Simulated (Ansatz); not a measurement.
PbS:
```cif
data_PbS
_chemical_formula_sum 'Pb1 S1'
_space_group_name_H-M_alt 'P 1'
_space_group_IT_number 1
_cell_length_a 4.24879
_cell_length_b 4.24879
_cell_length_c 4.24879
_cell_angle_alpha 60.000
_cell_angle_beta 60.000
_cell_angle_gamma 60.000
loop_
_space_group_symop_operation_xyz
  'x, y, z'
loop_
_atom_site_label
_atom_site_type_symbol
_atom_site_fract_x
_atom_site_fract_y
_atom_site_fract_z
_atom_site_occupancy
Pb1 Pb 0.00000 0.00000 0.00000 1
S1 S 0.50000 0.50000 0.50000 1
```

Relaxed with PBE.

Question: Decompose the optical modes at the zone centre into irreducible representations, and say which are infrared and Raman allowed.

Answer: Point group m-3m: Γ_opt = T1u. Infrared: T1u. Raman: none.

Question: Assign frequencies (DFPT, plane-wave PAW PBE (Ansatz code); without the LO–TO term).

Answer: T1u 37 cm⁻¹.

Space group Fm-3m (rock salt). The cell was relaxed with PBE under the symmetry of its start; of distortions, only those at the zone centre were tested. Spin–orbit coupling is left out wherever it is not named.

Potentials: the later of the program's two PAW sets.
